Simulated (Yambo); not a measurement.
Yambo run on ZnS (wurtzite, space group P6_3mc, No. 186). The wavefunctions are PBEsol (Quantum ESPRESSO, PseudoDojo norm-conserving, 84 Ry, without SOC) ones on a 6×6×2 mesh (26 occupied bands); a = b = 3.782 Å, c = 6.204 Å, α = β = 90.00°, γ = 120.00°.

Yambo input:

```
rim_cut
HF_and_locXC
RandQpts= 1000000
RandGvec= 1 Ry
EXXRLvcs= 84 Ry
VXCRLvcs= 336 Ry
% QPkrange
 1 | 1 | 26 | 27 |
 2 | 2 | 26 | 27 |
 7 | 7 | 26 | 27 |
 8 | 8 | 26 | 27 |
 13 | 13 | 26 | 27 |
 14 | 14 | 26 | 27 |
%
```

k points by index: 1 = Γ, 2 = A, 7 = M, 8 = L, 13 = K, 14 = H.

The o-*.hf file then holds:

```
#    K-point    Band    Eo [eV]    Ehf [eV]    Vxc [eV]    Vnlxc [eV]
#
    1    26    0.000000    -3.232028    -16.77415    -20.00618
    1    27    2.162444    6.469897    -11.64613    -7.338678
    2    26    -0.491601    -3.867855    -16.20541    -19.58167
    2    27    3.502717    8.091125    -11.84459    -7.256185
    7    26    -0.926880    -4.432075    -15.63751    -19.14271
    7    27    3.508920    7.769399    -11.69092    -7.430437
    8    26    -1.691177    -5.371539    -14.82459    -18.50495
    8    27    3.412153    7.702002    -11.49073    -7.200885
    13    26    -2.191972    -6.209824    -15.14090    -19.15875
    13    27    4.032317    8.138273    -10.27314    -6.167179
    14    26    -1.417752    -5.002699    -14.93480    -18.51975
    14    27    4.410701    9.132327    -12.23033    -7.508706
```
Exchange alone, without screening.

Geometry relaxed with PBEsol.
